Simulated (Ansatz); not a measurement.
SrAlGeH:
```
SrAlGeH
1.0
    4.23989     0.00000     0.00000
   -2.11994     3.67185     0.00000
    0.00000     0.00000     4.99086
Sr Al Ge H
1 1 1 1
Direct
  0.33333   0.66667   0.00021
  0.00000   0.00000   0.45766
  0.66667   0.33333   0.56023
  0.00000   0.00000   0.11110
```

Relaxed with r²SCAN.

Problem. Give the Bader charges and basin volumes of the independent atoms, r²SCAN (plane waves, PAW; program Ansatz).

Solution. 

| atom | Bader charge (e) | Bader volume (Å³) |
|---|---|---|
| Sr1 | +1.43 | 19.3 |
| Al2 | +1.82 | 8.7 |
| Ge3 | -2.39 | 39.2 |
| H4 | -0.86 | 10.5 |

Space group P3m1. The workflow started from a Materials Project entry (that database holds measured and hypothetical structures alike); the Crystallography Open Database copy checked does not list it. Whether it is the stable phase at ambient conditions was not checked. The cell was relaxed with r²SCAN under the symmetry of its start; whether a distortion lowers the energy is not shown.

Potentials: the later of the program's two PAW sets.
